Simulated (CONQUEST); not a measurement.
Input and output of a self-consistent single point for Zn₃CdS₄ (P-42m, 8 atoms in the cell; from Materials Project mp-981379, changed as shown) (CONQUEST).

Method: PBEsol, numerical atomic orbitals double-zeta with polarisation (the shipped basis), PseudoDojo norm-conserving potentials made for PBEsol (CONQUEST).

The change in words: lattice vector a scaled by 1.01. Reference geometry (P-43m):
```
CELL_PARAMETERS angstrom
      5.55344     0.00000     0.00000
      0.00000     5.55344     0.00000
      0.00000     0.00000     5.55344
ATOMIC_POSITIONS crystal
  Zn 0.00000 0.50000 0.50000
  Zn 0.50000 0.00000 0.50000
  Zn 0.50000 0.50000 0.00000
  Cd 0.00000 0.00000 0.00000
  S  0.26268 0.26268 0.26268
  S  0.26268 0.73732 0.73732
  S  0.73732 0.73732 0.26268
  S  0.73732 0.26268 0.73732
```

Reference input (self-consistent single point, DFT, PBEsol, numerical atomic orbitals double-zeta with polarisation (the shipped basis), PseudoDojo norm-conserving potentials made for PBEsol): basis = DZP; Diag.MPMeshX, Y, Z = 5 5 5; potentials = PseudoDojo norm-conserving PBEsol; Grid.GridCutoff = 175 Ha; DM.SolutionMethod = diagon; Diag.kT = 0.0001 Ha; Diag.GammaCentred = true; minE.SCTolerance = 1.0e-06; SC.MaxIters = 100; SC.LinearMixingFactor = 0.5; AtomMove.TypeOfRun = static. This run's input differs from it in these lines:

```diff
@@ -31,3 +31,3 @@
 # file: Zn3CdS4.in
-     5.553445000      0.000000000      0.000000000
+     5.608979000      0.000000000      0.000000000
      0.000000000      5.553445000      0.000000000
@@ -36,9 +36,9 @@
     0.000000000     2.776722500     2.776722500  1 T T T
-    2.776722500     0.000000000     2.776722500  1 T T T
-    2.776722500     2.776722500     0.000000000  1 T T T
+    2.804489500     0.000000000     2.776722500  1 T T T
+    2.804489500     2.776722500     0.000000000  1 T T T
     0.000000000     0.000000000     0.000000000  2 T T T
-    1.458778933     1.458778933     1.458778933  3 T T T
-    1.458778933     4.094666067     4.094666067  3 T T T
-    4.094666067     4.094666067     1.458778933  3 T T T
-    4.094666067     1.458778933     4.094666067  3 T T T
+    1.473366604     1.458778933     1.458778933  3 T T T
+    1.473366604     4.094666067     4.094666067  3 T T T
+    4.135612396     4.094666067     1.458778933  3 T T T
+    4.135612396     1.458778933     4.094666067  3 T T T
```

The program printed (abridged):

```
    PulayMixSC: Starting Pulay mixing, A_up =  0.500 A_dn =  0.500
    PulayMixSC: Spin non-polarised calculation.
          Harris-Foulkes Energy            :      -846.228519946348797 Ha
    PulayMixSC: Pulay iteration     1 residual:              0.14811E-02
          Harris-Foulkes Energy            :      -846.160401629317221 Ha
    PulayMixSC: Pulay iteration     2 residual:              0.63269E-03
          Harris-Foulkes Energy            :      -846.157082086984360 Ha
    PulayMixSC: Pulay iteration     3 residual:              0.29058E-03
          Harris-Foulkes Energy            :      -846.156874752243084 Ha
    PulayMixSC: Pulay iteration     4 residual:              0.37904E-04
          Harris-Foulkes Energy            :      -846.156796449942476 Ha
    PulayMixSC: Pulay iteration     5 residual:              0.87545E-05
          Harris-Foulkes Energy            :      -846.156793920498444 Ha
    PulayMixSC: Pulay iteration     6 residual:              0.22208E-05
          Harris-Foulkes Energy            :      -846.156793853446629 Ha
    PulayMixSC: Pulay iteration     7 residual:              0.32397E-06
    PulayMixSC: Reached SCF tolerance of  0.32397E-06 after      7 iterations
      | Number of electrons      =       104.000072
      |* Harris-Foulkes energy   =      -846.156793853446629 Ha
      |* DFT total energy        =      -846.156793843154560 Ha

    force: Forces on atoms (Ha/A )
    force:  Atom   X              Y              Z
    force:     1   0.0000000000  -0.0000000000  -0.0000000000
    force:     2  -0.0000000000  -0.0000000000   0.0000000000
    force:     3  -0.0000000000   0.0000000000   0.0000000000
    force:     4  -0.0000000000  -0.0000000000  -0.0000000000
    force:     5  -0.0025841142  -0.0021455985  -0.0021455985
    force:     6  -0.0025841142   0.0021455985   0.0021455985
    force:     7   0.0025841142   0.0021455985  -0.0021455985
    force:     8   0.0025841142  -0.0021455985   0.0021455985

   [... lines left out ...]
    force: Maximum force :        0.00258411(Ha/A ) on atom         7 in x direction
   [... lines left out ...]
    force: Force Residual:        0.00281823 Ha/A
    force: Total stress:          1.93611492     0.00000000     0.00000000 GPa
                             0.00000000     1.66826983    -0.00000000
                             0.00000000    -0.00000000     1.66826983
    force: Average pressure:     -1.75755153 GPa

    get_E_and_F: Change in energy during last step of electronic optimisation:  0.67052E-07
```

The run converged in 7 iterations. CONQUEST prints the stress tensor with tension positive. Against the reference run the free energy rises by 2.1 meV/atom, the pressure goes from -1.14 to -1.76 GPa and the largest force goes from 0.102 to 0.108 eV/Å.

The program uses no crystal symmetry, so grid and mesh can part values that symmetry would make equal. The atom-centred basis is finite, which shifts total energies, pressures and forces against plane waves. The structure comes from a collection of computed structures, made at another level of theory; the collection holds predicted forms beside known ones. Its lattice was then scaled.

Cost on one core: very roughly 50 core-seconds.
